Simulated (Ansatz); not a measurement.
A geometry of MgF$_{2}$ away from equilibrium: step 12 of the relaxation of a relaxed MgF2 cell shaken by Gaussian noise of σ = 0.08 Å a coordinate. These are PBEsol (plane waves to 420 eV, PAW, scalar-relativistic; Ansatz, a first-principles code) values and carry that method's errors. Γ-centred k-mesh 4×4×8 on the run's cell (coarser than for final values), Fermi–Dirac smearing 0.05 eV.

```yaml
crystal:
  lattice:
    - [5.32841, -0.00006, 0.00000]
    - [-2.66425, 4.61457, 0.00002]
    - [0.00000, 0.00001, 3.68913]
  atoms:
    - { symbol: F, position: [0.33665, 0.00160, 0.74017] }
    - { symbol: F, position: [0.00292, 0.33542, 0.74016] }
    - { symbol: F, position: [0.66910, 0.66786, 0.74018] }
    - { symbol: F, position: [0.66908, 0.00165, 0.23450] }
    - { symbol: F, position: [0.00286, 0.66779, 0.23450] }
    - { symbol: F, position: [0.33672, 0.33542, 0.23449] }
    - { symbol: Mg, position: [0.00289, 0.00162, 0.48729] }
    - { symbol: Mg, position: [0.33622, 0.66829, 0.98737] }
    - { symbol: Mg, position: [0.66956, 0.33496, 0.98725] }
```

Q: Which atoms carry the largest force, and which way does it point?

A: No atom: all forces are below 0.005 eV/Å; only the cell is out of equilibrium.

Q: What is the pressure?

A: +4.6 GPa, compression positive.

No spin polarisation in the result.

The end of the path is a generated cell of MgF2: the first start was made by a random draw of sites in a space group, and the end was not matched to a known phase here, so it may be hypothetical. Known forms of MgF2 include space group No. 136.
